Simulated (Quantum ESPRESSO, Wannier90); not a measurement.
BiBrO (P4/nmm): Wannier90 run

```
begin unit_cell_cart
ang
    3.9278300000    0.0000000000    0.0000000000
    0.0000000000    3.9278300000    0.0000000000
    0.0000000000    0.0000000000    8.3943200000
end unit_cell_cart
begin atoms_frac
Bi   0.0000000000  0.5000000000 -0.1485600000
Bi   0.5000000000  0.0000000000  0.1485600000
Br   0.5000000000  0.0000000000 -0.3347100000
Br   0.0000000000  0.5000000000  0.3347100000
O    0.0000000000  0.0000000000  0.0000000000
O    0.5000000000  0.5000000000  0.0000000000
end atoms_frac
```

Materials Project entry mp-23072; symmetrised, unrelaxed at this level. COD (Crystallography Open Database) has an entry of this formula and space group (matched by these alone). Level: PBEsol, spinors with spin-orbit coupling; pw.x of Quantum ESPRESSO at 68 Ry with PseudoDojo potentials, 4×4×4 k-points, Wannier90. Density: 8×8×4 mesh, Gaussian smearing 0.01 Ry.

Bands 21-56 form an isolated set from -18.57 to 0.00 eV relative to the valence-band maximum (on the path) and are turned into 36 Wannier functions by minimising the spread from the start: SCDM (isolated).

Q: Where do the functions sit, how wide are they and what are they made of?

A: 
```csv
functions,spread (Å²),"nearest atom, distance (Å)","second atom, distance (Å)",weight on atomic waves
16,1.11,O 0.48,Bi 1.85,"O 2p 60 %, O 2s 21 %, Bi 6p 14 %"
12,1.61,Br 0.57,Bi 2.66,"Br 4p 70 %, Br 4s 19 %, Bi 6p 9 %"
4,1.39,Br 0.45,Bi 3.43,"Br 4p 60 %, Br 4s 37 %"
4,1.70,Bi 0.24,O 2.47,"Bi 6s 90 %, Bi 6p 6 %"
```

Ω_I = 43.32 Å², Ω_total = 49.36 Å²; the interpolated bands follow pw.x to 7.9 meV rms on the path. It is the lowest total spread that any start reached here.
